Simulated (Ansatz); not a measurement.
# Band table of V (diamond type)

```
V
1.0
     0.00000    2.59512    2.59512
     2.59512    0.00000    2.59512
     2.59512    2.59512    0.00000
V
2
Direct
  0.87500 0.87500 0.87500
  0.12500 0.12500 0.12500
```

The cell comes from a relaxation on PAW files under the same functional, begun from a prototype that needn't be the stable phase.

Computed with Ansatz 0.2.0; functional PBEsol, scalar-relativistic. Settings: a Γ-centred 14×14×14 k mesh, Fermi–Dirac smearing of 0.08 eV, no spin polarisation. Methods: LAPW: all electrons, basis error target 1 meV/atom.

Path points, in fractions of the reciprocal vectors: Γ (0.000, 0.000, 0.000), X (0.500, 0.000, 0.500), U (0.625, 0.250, 0.625), K (0.375, 0.375, 0.750), L (0.500, 0.500, 0.500), W (0.500, 0.250, 0.750). The distance column jumps between branches of the path. Levels in eV from the Fermi level; bands 15 to 21, counted from the lowest band of the run. The gap is zero, the pressure 0.01 GPa.

```
# k(1/Å) point b15 b16 b17 b18 b19 b20 b21
0.000 Γ -5.46 -1.24 -1.24 -0.59 -0.59 -0.59 1.60
0.173 - -5.33 -1.43 -1.18 -0.57 -0.57 -0.40 1.40
0.346 - -4.94 -1.76 -1.00 -0.53 -0.53 -0.05 0.89
0.519 - -4.32 -2.09 -0.71 -0.48 -0.48 0.26 0.30
0.692 - -3.54 -2.35 -0.47 -0.47 -0.32 -0.31 0.61
0.865 - -2.80 -2.51 -0.60 -0.49 -0.49 0.15 0.81
1.038 - -2.56 -2.47 -0.52 -0.52 -0.29 0.70 0.78
1.211 X -2.50 -2.50 -0.53 -0.53 0.36 0.36 1.28
1.272 - -2.51 -2.50 -0.54 -0.51 0.36 0.36 1.26
1.333 - -2.53 -2.47 -0.56 -0.45 0.36 0.36 1.22
1.394 - -2.55 -2.43 -0.60 -0.36 0.35 0.37 1.16
1.455 - -2.58 -2.38 -0.66 -0.27 0.34 0.40 1.08
1.516 - -2.60 -2.32 -0.74 -0.20 0.32 0.47 1.01
1.577 - -2.61 -2.24 -0.83 -0.18 0.29 0.59 0.94
1.639 U -2.62 -2.15 -0.93 -0.21 0.25 0.76 0.87
2.380 K -2.62 -2.15 -0.93 -0.21 0.25 0.76 0.87
2.563 - -2.63 -1.84 -1.25 -0.52 0.07 0.72 1.14
2.747 - -2.81 -1.53 -1.52 -0.87 -0.12 0.60 0.97
2.930 - -3.43 -1.69 -1.33 -0.82 -0.25 0.44 0.71
3.114 - -4.21 -1.71 -1.27 -0.60 -0.30 0.21 0.72
3.297 - -4.88 -1.59 -1.27 -0.54 -0.39 -0.09 1.04
3.480 - -5.31 -1.38 -1.25 -0.57 -0.53 -0.41 1.43
3.664 Γ -5.46 -1.24 -1.24 -0.59 -0.59 -0.59 1.60
3.814 - -5.36 -1.30 -1.30 -0.59 -0.50 -0.50 1.50
3.963 - -5.07 -1.40 -1.40 -0.57 -0.31 -0.31 1.20
4.113 - -4.61 -1.45 -1.45 -0.52 -0.19 -0.19 0.76
4.263 - -4.01 -1.44 -1.44 -0.43 -0.21 -0.21 0.24
4.413 - -3.32 -1.36 -1.36 -0.63 -0.35 -0.35 0.05
4.563 - -2.61 -1.25 -1.25 -1.23 -0.53 -0.53 0.27
4.712 L -1.93 -1.88 -1.18 -1.18 -0.63 -0.63 0.40
4.835 - -1.97 -1.91 -1.20 -1.17 -0.57 -0.46 0.43
4.957 - -2.15 -1.90 -1.19 -1.11 -0.42 -0.14 0.53
5.079 - -2.33 -1.97 -1.03 -0.98 -0.26 0.11 0.76
5.201 - -2.46 -2.11 -0.80 -0.73 -0.10 0.25 0.98
5.324 - -2.53 -2.25 -0.57 -0.39 0.04 0.34 0.99
5.446 - -2.53 -2.38 -0.35 -0.18 0.24 0.45 0.83
5.568 W -2.48 -2.48 -0.19 -0.19 0.49 0.49 0.69
5.655 - -2.48 -2.48 -0.21 -0.21 0.45 0.45 0.75
5.741 - -2.48 -2.48 -0.27 -0.27 0.40 0.40 0.88
5.828 - -2.49 -2.49 -0.34 -0.34 0.37 0.37 1.01
5.914 - -2.49 -2.49 -0.42 -0.42 0.36 0.36 1.12
6.001 - -2.50 -2.50 -0.48 -0.48 0.36 0.36 1.21
6.087 - -2.50 -2.50 -0.51 -0.51 0.36 0.36 1.26
6.174 X -2.50 -2.50 -0.53 -0.53 0.36 0.36 1.28
```
